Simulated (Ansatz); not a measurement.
What DFT gives for CrB2Rh2

```yaml
crystal:
  lattice:
    - [0.00000, 4.20227, 2.67767]
    - [0.00000, -4.20227, 2.67767]
    - [4.77143, 0.00000, -2.67767]
  atoms:
    - { symbol: Rh, position: [0.36990, 0.36990, 0.73980] }
    - { symbol: Rh, position: [0.63010, 0.63010, 0.26020] }
    - { symbol: Rh, position: [0.38010, 0.88010, 0.76020] }
    - { symbol: Rh, position: [0.11990, 0.61990, 0.23980] }
    - { symbol: Cr, position: [0.00000, 0.00000, 0.00000] }
    - { symbol: Cr, position: [0.75000, 0.25000, 0.50000] }
    - { symbol: B, position: [0.32800, 0.67200, 0.00000] }
    - { symbol: B, position: [0.67200, 0.32800, 0.00000] }
    - { symbol: B, position: [0.42200, 0.57800, 0.50000] }
    - { symbol: B, position: [0.07800, 0.92200, 0.50000] }
```

Method: PBEsol, no spin polarisation; PAW, plane waves to 420 eV, 6×6×6 Γ-centred mesh, fermi-dirac occupations (width 0.0223 eV) (Ansatz 0.2.0), atoms fixed.

Forces: The largest is on B9 (and as large on other atoms): 3.31 eV/Å, components (0.00, 3.31, 0.00). It makes 70° with the line to a nearest neighbour, Rh1 at 1.88 Å.
Stress: The pressure is 50.6 GPa (compression positive), so with the atoms held at these fractions the cell would first expand; the forces are large, so a full relaxation may end otherwise. The principal stresses 34.7, 57.3, 59.8 GPa differ, so its shape would change too.
Charges: Bader charges in e: Cr +0.95, B +0.49, Rh -0.96. In the mean Cr gives up most and Rh takes most.
Electronic structure: It is a metal, with about 13 states/eV a cell as the mean within 0.25 eV of the Fermi level, mostly Cr d (82 %) and Rh d (12 %).

Origin: a known structure type with other elements, at an estimated volume, so it need not be a known compound. Caveats: no spin polarisation, so a magnetic state may lie lower; atoms or cell far from equilibrium.
